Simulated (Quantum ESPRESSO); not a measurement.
Electric field gradients in ZnS

```yaml
crystal:
  lattice:
    - [3.80796, 0.00000, 0.00000]
    - [-1.90398, 3.29779, 0.00000]
    - [0.00000, 0.00000, 18.67874]
  atoms:
    - { symbol: Zn, position: [0.33333, 0.66667, 0.83326] }
    - { symbol: Zn, position: [0.66667, 0.33333, 0.33326] }
    - { symbol: Zn, position: [0.66667, 0.33333, 0.66686] }
    - { symbol: Zn, position: [0.33333, 0.66667, 0.16686] }
    - { symbol: Zn, position: [0.00000, 0.00000, 0.49994] }
    - { symbol: Zn, position: [0.00000, 0.00000, 0.99994] }
    - { symbol: S, position: [0.33333, 0.66667, 0.95812] }
    - { symbol: S, position: [0.66667, 0.33333, 0.45812] }
    - { symbol: S, position: [0.66667, 0.33333, 0.79171] }
    - { symbol: S, position: [0.33333, 0.66667, 0.29171] }
    - { symbol: S, position: [0.00000, 0.00000, 0.62511] }
    - { symbol: S, position: [0.00000, 0.00000, 0.12511] }
```
The geometry is a computed Materials Project entry, not a measured one. It is ZnS in P6₃mc, a polytype of 6 double layers. Stability against distortions was not tested.

Computed: field gradients by a PBE PAW density (pw.x of a modified build of Quantum ESPRESSO, JTH datasets) with the all-electron reconstruction of Petrilli and co-workers, 20 Ha, k-mesh 7×7×2 through Γ.

| site | site symmetry | Vzz (a.u.) | η_Q | ∣C_Q∣ (MHz) |
|---|---|---|---|---|
| Zn1 (atoms 1, 2) | 3m | under 0.02 | – | under 0.70 (⁶⁷Zn) |
| Zn2 (atoms 3, 4) | 3m | under 0.02 | – | under 0.70 (⁶⁷Zn) |
| Zn3 (atoms 5, 6) | 3m | under 0.02 | – | under 0.70 (⁶⁷Zn) |
| S1 (atoms 7, 8) | 3m | under 0.02 | – | under 0.32 (³³S) |
| S2 (atoms 9, 10) | 3m | under 0.02 | – | under 0.32 (³³S) |
| S3 (atoms 11, 12) | 3m | 0.022 | 0.00 | 0.35 (³³S) |

Quadrupole moments taken as inputs (sizes, barn, from the tables of PySCF and pymatgen): ⁶⁷Zn 0.15, ³³S 0.0678.

Principal values are ordered |Vxx| ≤ |Vyy| ≤ |Vzz|, η = (Vxx − Vyy)/Vzz, and C_Q = eQVzz/h is given by its size. Cores are frozen. Against all-electron runs on small test molecules, this scheme's |Vzz| missed by −3 % on S. Static lattice: thermal averaging is not included.
